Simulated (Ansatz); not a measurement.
Task: Zn (hcp (Mg type), P6_3/mmc) is relaxed with DFT-PBEsol in the program Ansatz with PAW potentials. What lattice parameters of the conventional cell result?

Result: a = 2.588 Å, c = 4.928 Å.

The cell keeps a stress of up to 0.3 GPa. The PBEsol relaxation kept the symmetry of its start. Axis ratios of metals converge slowly with the k-mesh, so a and c are less sure than the volume.

Potentials: the earlier of the program's two PAW sets. The files were generated under PBE; for other functionals the program regenerates the frozen cores, and for LDA and PBEsol the local potential too.
